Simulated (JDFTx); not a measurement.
surface: Pb(110)
bulk: Pb, Fm-3m, lattice of mp-20483 (not re-optimised)
slab: 8 atoms in 8 planes, 1x1, 12.1 Å between the outermost planes
in-plane cell: 3.528 × 4.990 Å, 17.60 Å²
cell height: 28.3 Å
sampling: 6×4×1 k mesh, Fermi smearing 0.01 Ha, no spin polarisation

Level of theory: PBE, GBRV ultrasoft potentials, plane waves to 20/100 Ha; code: JDFTx (a modified build). Liquid: linear PCM (GLSSA13), water, 1 M KF. The neutral cell holds 112 valence electrons and has two faces of 17.604 Å² each. Last filling lines of the neutral and of a charged run (μ in hartree, zero in the bulk liquid):

```
FillingsUpdate:  mu: -0.127445776  nElectrons: 112.000000
FillingsUpdate:  mu: -0.119412005  nElectrons: 112.087900
```

Working it through: both potentials, by the convention U = −μ/e − 4.44 V vs SHE, the surface charge density and the mean capacitance.

U_pzc = 0.12745 × 27.2114 − 4.44 = -0.97 V; U = 0.11941 × 27.2114 − 4.44 = -1.19 V. The cell has 0.0879 excess electrons, a net charge of -0.0879 e, shared by two faces: σ = -0.0879 e / (2 × 17.604 Å²) = -0.00250 e/Å² = -4.0 μC/cm² (1 e/Å² = 1602.18 μC/cm²). C = σ/(U − U_pzc) = -4.0/-0.22 ≈ 18 μF/cm².
